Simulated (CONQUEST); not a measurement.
Consider a self-consistent single point of TaN (P-6m2, 4 atoms in the cell; from Materials Project mp-1459, changed as shown).

```xyz
4
Lattice="2.8811 0.0000 0.0000 0.0000 4.9903 0.0000 0.0000 0.0000 2.8324" Properties=species:S:1:pos:R:3 pbc="T T T"
Ta     0.0000     0.0000     1.4162
Ta     1.4406     2.4951     1.4162
N      1.4406     0.8317     0.0000
N      0.0000     3.3269     0.0000
```

All values come from this method and carry its errors: LDA (PW92), numerical atomic orbitals double-zeta with polarisation (the shipped basis), PseudoDojo norm-conserving potentials made for LDA (CONQUEST).

CONQUEST settings:

```
setting                                         value
---------------------  ------------------------------
basis                                             DZP
Diag.MPMeshX, Y, Z                              8 6 8
potentials             PseudoDojo norm-conserving LDA
Grid.GridCutoff                                175 Ha
DM.SolutionMethod                              diagon
Diag.kT                                   0.004998 Ha
Diag.GammaCentred                                true
minE.SCTolerance                              1.0e-06
SC.MaxIters                                       100
SC.LinearMixingFactor                             0.5
SC.KerkerPreCondition                            true
SC.KerkerFactor                            0.1 1/bohr
AtomMove.TypeOfRun                             static
```

Results:

```
Property                                                 Result
------------------------------------------------  -------------
Number of valence electrons                                  36
Number of bands                                              64
Number of k-points after the program's reduction            262
Size of the basis                                            64
Number of SCF iterations                                      7
FFT grid                                           36 × 60 × 32
Free energy E − TS                                -4114.9630 eV
Fermi level (on the code's own zero)                   -6.51 eV
Pressure                                              11.12 GPa
```

For comparison: a first run was changed to give this one (lattice scaled by 0.98), and from it to this one the free energy goes down by 4.7 meV/atom and the pressure goes from -11.61 to 11.12 GPa.

The program uses no crystal symmetry, so grid and mesh can part values that symmetry would make equal. The atom-centred basis is finite, which shifts total energies and pressures against plane waves. The structure comes from a collection of computed structures, made at another level of theory; the collection holds predicted forms beside known ones. No clean gap shows at this smearing width and mesh (spacing up to 0.28 Å⁻¹); the mesh is coarse for partly filled bands, so the values carry mesh errors.

Cost on one core: very roughly 2.3 core-minutes.
